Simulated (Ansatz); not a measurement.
According to PBEsol in the plane-wave PAW code Ansatz, In2TeO2 in the trigonal phase (P-3m1; In on 2d, Te on 1b, O on 2d) relaxes to a = 3.742 Å, c = 7.187 Å. Te has 6 nearest neighbours from 3.09 Å (octahedral); O has 4 nearest neighbours from 2.22 Å (tetrahedral). Against the elements it lies at -0.95 eV/atom, with no fitted shifts.

Electronic character: metallic (no gap). Gap from PBEsol with spin–orbit coupling: none (metallic).

An equation-of-state fit gives a bulk modulus of 96.1 GPa. The highest mode at Γ lies at 437 cm⁻¹.

The start of the workflow was typed in or built on a structure type; neither database checked (COD, Materials Project) lists it. Its standing as an ambient phase is unchecked. The PBEsol relaxation kept the symmetry of its start; its stability against distortions is not shown here. As this level gives no gap, phonon frequencies hold no LO–TO term and depend on the k-mesh and smearing (Fermi–Dirac, 0.1 eV here). The references are the lowest solids computed at this level, not always the standard phases (solids in place of the gases). Scalar-relativistic: spin–orbit coupling is off unless named, which matters more the heavier the elements.

Potentials: the later of the program's two PAW sets.
